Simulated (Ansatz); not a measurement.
**SbPt, a database entry at a rescaled volume**

```
Pt Sb
1.0
     4.12054    0.00000    0.00000
    -2.06027    3.56848    0.00000
     0.00000    0.00000    5.47071
Pt Sb
2 2
Direct
  0.00000 0.00000 0.00000
  0.00000 0.00000 0.50000
  0.33330 0.66670 0.25000
  0.66660 0.33330 0.75000
```

The numbers come from plane-wave PAW DFT (Ansatz): r2SCAN, no spin polarisation, 500 eV, 9×9×6 Γ-centred k points, cold occupations (width 0.1448 eV). Nothing was relaxed.

(1) What do density and ELF say about some of the short contacts?

(2) Which element gives electrons and which takes them?

(3) Is there a gap?

(4) What is the formation energy?

Origin: a database entry at a rescaled volume.

Results:

(1) Pt–Pt at 2.74 Å: least valence density 0.40 e/Å³ and ELF 0.30 there. Pt–Sb at 2.74 Å: least valence density 0.41 e/Å³ and ELF 0.46 there. Both are smooth PAW fields, read partly inside the augmentation spheres.

(2) Bader charges in e: Sb +0.73, Pt -0.73. In the mean Sb gives up most and Pt takes most.

(3) It is a metal, with about 1.7 states/eV a cell as the mean within 0.25 eV of the Fermi level, mostly Sb p (43 %) and Pt d (39 %).

(4) -0.41 eV an atom against the elements' usual phases (free molecules for gases, crystals otherwise, with no correction for O₂ or N₂), so it is bound against them; other compounds may still compete. Relaxing would lower it.
